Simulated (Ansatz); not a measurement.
NaGa$_{4}$:
```yaml
crystal:
  lattice:
    - [-2.09499, 2.09499, 5.57120]
    - [2.09499, -2.09499, 5.57120]
    - [2.09499, 2.09499, -5.57120]
  atoms:
    - { symbol: Na, position: [0.00000, 0.00000, 0.00000] }
    - { symbol: Ga, position: [0.75000, 0.25000, 0.50000] }
    - { symbol: Ga, position: [0.25000, 0.75000, 0.50000] }
    - { symbol: Ga, position: [0.38941, 0.38941, 0.00000] }
    - { symbol: Ga, position: [0.61059, 0.61059, 0.00000] }
```

Relaxed with r²SCAN. Special points in fractions of this cell's reciprocal vectors: Γ (0.000, 0.000, 0.000); X (0.000, 0.000, 0.500); P (0.250, 0.250, 0.250); N (0.000, 0.500, 0.000); M (0.500, 0.500, -0.500); S (0.285, 0.715, -0.285); S0 (-0.285, 0.285, 0.285); R (-0.071, 0.071, 0.500); G (0.500, 0.500, -0.071).

**Question.** List the band energies nearest the Fermi level at these points for DFT-r²SCAN in the program Ansatz with PAW potentials.

**Answer.** In eV from the Fermi level; about four levels below and three above (degenerate sets whole), none deeper than 8.9 eV; points with the same levels are listed once.

```json
[
 {"k": "Γ", "below": "-5.12 -1.75 -1.75 -1.72", "above": "1.04 1.04 2.00"},
 {"k": "X", "below": "-6.19 -3.17 -2.79 -1.19", "above": "0.99 1.68 2.48"},
 {"k": "P", "below": "-6.20 -3.12 -2.13 -2.13", "above": "0.56 3.39 3.39"},
 {"k": "N", "below": "-5.46 -3.98 -0.65 -0.16", "above": "0.55 1.12 1.79"},
 {"k": "M", "below": "-2.20 -2.20 -1.87 -0.44", "above": "1.49 1.52 3.18 3.18"},
 {"k": "S", "below": "-5.99 -2.52 -1.54 -0.63", "above": "1.09 1.18 2.53"},
 {"k": "R", "below": "-4.90 -3.58 -2.29 -1.09", "above": "1.08 1.75 2.68"}
]
```

Space group I4/mmm. The first step of the workflow began from a Materials Project structure, measured or hypothetical; the Crystallography Open Database files this formula in space group No. 139, but the cells were not matched. Whether it is the stable phase at ambient conditions was not checked. The r²SCAN relaxation kept the symmetry of its start; whether a distortion lowers the energy is not shown. Scalar-relativistic: spin–orbit coupling is off unless named, which matters more the heavier the elements.

Potentials: the later of the program's two PAW sets.
